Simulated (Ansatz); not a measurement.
# Relaxation of LiMg

All numbers below come from Ansatz 0.2.0, DFT PBEsol, scalar-relativistic, plane waves, PAW. Settings: 420 eV cutoff, 15×15×4 k-mesh, Gaussian smearing of 0.10 eV, no spin polarisation.

What was changed: biaxial strain in the a-b plane, c and atoms relaxed: -2.0 %.

Input:

```yaml
crystal:
  lattice:
    - [3.0346683153, 0.0, 0.0]
    - [-1.5173341576, 2.6280998531, 0.0]
    - [0.0, 0.0, 15.2318749881]
  atoms:
    - { symbol: Li, position: [0.0, 0.0, 0.0] }
    - { symbol: Li, position: [0.6666666667, 0.3333333333, 0.3333333333] }
    - { symbol: Li, position: [0.3333333333, 0.6666666667, 0.6666666667] }
    - { symbol: Mg, position: [0.6666666667, 0.3333333333, 0.8333333333] }
    - { symbol: Mg, position: [0.3333333333, 0.6666666667, 0.1666666667] }
    - { symbol: Mg, position: [0.0, 0.0, 0.5] }
basis:
  ecutwfc: 420
kpoints:
  mp_grid: { grid: [15, 15, 4] }
hamiltonian:
  xc: pbesol
scf:
  occupations: { method: gaussian, width: 0.1 }
output:
  forces: true
  stress: true
  eigenvalues: true
relax:
  adjacent_minimum: "off"
  f_tol: 0.008
  max_steps: 40
  cell: { stress_tol: 0.015, fix: [a, b, gamma] }
```

F is the free energy. Steps run on the plane waves of an earlier cell, but the last one, and at times one on the way, on a freshly chosen basis, so a repeated geometry can differ a little in energy. The held parts of the cell keep their stress, so P needn't end at zero.

Steps:

```json
{"step": "1", "F − F(1) (eV)": "0.0000", "largest force component (eV/Å)": "0.000", "V (Å³/atom)": "20.247", "P (GPa)": "0.91"}
{"step": "2", "F − F(1) (eV)": "-0.0014", "largest force component (eV/Å)": "0.000", "V (Å³/atom)": "20.071", "P (GPa)": "1.12"}
{"step": "3", "F − F(1) (eV)": "-0.0014", "largest force component (eV/Å)": "0.000", "V (Å³/atom)": "20.094", "P (GPa)": "1.10"}
{"step": "4", "F − F(1) (eV)": "-0.0014", "largest force component (eV/Å)": "0.000", "V (Å³/atom)": "20.094", "P (GPa)": "1.10"}
```

Relaxed structure:

```cif
data_structure
_symmetry_space_group_name_H-M 'P 1'
_symmetry_Int_Tables_number 1
_cell_length_a 3.0347
_cell_length_b 3.0347
_cell_length_c 15.1167
_cell_angle_alpha 90.000
_cell_angle_beta 90.000
_cell_angle_gamma 120.000
_cell_volume 120.56
loop_
_atom_site_label
_atom_site_type_symbol
_atom_site_fract_x
_atom_site_fract_y
_atom_site_fract_z
_atom_site_occupancy
Li1 Li 0.00000 0.00000 0.00000 1
Li2 Li 0.66667 0.33333 0.33333 1
Li3 Li 0.33333 0.66667 0.66667 1
Mg1 Mg 0.66667 0.33333 0.83333 1
Mg2 Mg 0.33333 0.66667 0.16667 1
Mg3 Mg 0.00000 0.00000 0.50000 1
```

The structure is trigonal, space group R-3m (No. 166). Conventional cell: a = 3.035 Å, b = 3.035 Å, c = 15.117 Å, α = 90.00°, β = 90.00°, γ = 120.00°. Around Li (site symmetry -3m) lie 6 Li at 3.03 Å and 6 Mg at 3.07 Å. Mg (site symmetry -3m) has 6 Mg at 3.03 Å and 6 Li at 3.07 Å as nearest neighbours.

The run converged. The run took of the order of 110 core-seconds.